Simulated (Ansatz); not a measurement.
All numbers below come from DFT, LDA (PW92), plane waves (420 eV) with PAW, scalar-relativistic (Ansatz). The PAW files were generated under PBE, with cores re-solved for the functional.

An element in the omega (AlB2-type) structure gives this curve. The cell is scaled uniformly from the relaxed one, with fractional coordinates and shape fixed. Energies are extrapolated to zero smearing, pressures are those at the given smearing. Magnetic state: spin not included.

| V (Å³/atom) | E − E₀ (meV/atom) | P (GPa) |
| --- | --- | --- |
| 28.605 | 50.3 | 4.59 |
| 29.906 | 20.7 | 2.81 |
| 31.206 | 4.6 | 1.31 |
| 32.506 | 0.0 | 0.01 |
| 33.806 | 5.5 | -1.13 |
| 35.107 | 19.6 | -2.11 |
| 36.407 | 41.4 | -2.97 |

(1) Which element is it?
A. calcium
B. lanthanum
C. thallium
D. yttrium

Results:

(1) B. Its fit is V₀ = 32.42 Å³/atom, B₀ = 31 GPa, B₀′ = 2.5.
